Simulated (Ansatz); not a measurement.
Values for one crystal, relaxed and computed with DFT-r²SCAN in the program Ansatz with PAW potentials; other levels are named.

* **Volume per atom**: 18.81 Å³
* **Band gap**: 0.76 eV (indirect)
* **Hole effective mass with spin–orbit coupling, band 2 of 2 at the edge**: 0.10 along [100], 0.081 along [110], 0.077 along [111] (mₑ)
* **Electron effective mass**: 0.26, 0.26, 0.68 mₑ (principal values)
* **Hole effective mass with spin–orbit coupling, band 1 of 2 at the edge**: 0.23 along [100], 0.53 along [110], 0.77 along [111] (mₑ)
* **Valence-band maximum**: on the K–Γ line, 81 % of the way from K
* **Gap with spin–orbit coupling**: 0.20 eV

Problem. Which of these materials gives this?
A. RbAu, CsCl type
B. Cs3Bi, Fm-3m (Cs on 8c, Cs on 4b, Bi on 4a)
C. Li3Bi, Fm-3m (Li on 8c, Li on 4b, Bi on 4a)
D. Li3LaBi2, P-3m1 (Li on 2d, Li on 1b, La on 1a, Bi on 2d)

Solution. C, Li3Bi, Fm-3m (Li on 8c, Li on 4b, Bi on 4a)

The first step of the workflow began from a Materials Project structure, measured or hypothetical; the Crystallography Open Database copy checked does not list it. With Li and Bi taken as one species the cell has the higher symmetry Im-3m, so it may be an ordered model of a mixed-site phase. Its standing as an ambient phase is unchecked. Symmetry was held in the r²SCAN relaxation; its stability against distortions is not shown here. Scalar-relativistic: spin–orbit coupling is off unless named, which matters more the heavier the elements.

Potentials: the later of the program's two PAW sets.
